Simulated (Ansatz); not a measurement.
In DFT-PBEsol in the program Ansatz with PAW potentials, Ti$_{2}$SiB$_{2}$ in the orthorhombic phase (Cmmm; Si on 2a, Ti on 4j, B on 4i) relaxes to a = 3.023 Å, b = 10.410 Å, c = 3.360 Å. Against the elements it lies at -0.81 eV/atom, with no fitted shifts.

Electronic character: metallic (no gap).

An equation-of-state fit gives a bulk modulus of 204 GPa.

The start of the workflow was typed in or built on a structure type; neither database checked (COD, Materials Project) lists it. Its standing as an ambient phase is unchecked. The cell was relaxed with PBEsol under the symmetry of its start; whether a distortion lowers the energy is not shown. The run is not spin-polarised. The references are the lowest solids computed at this level, not always the standard phases.

Potentials: the earlier of the program's two PAW sets. The files were generated under PBE; for other functionals the program regenerates the frozen cores, and for LDA and PBEsol the local potential too.
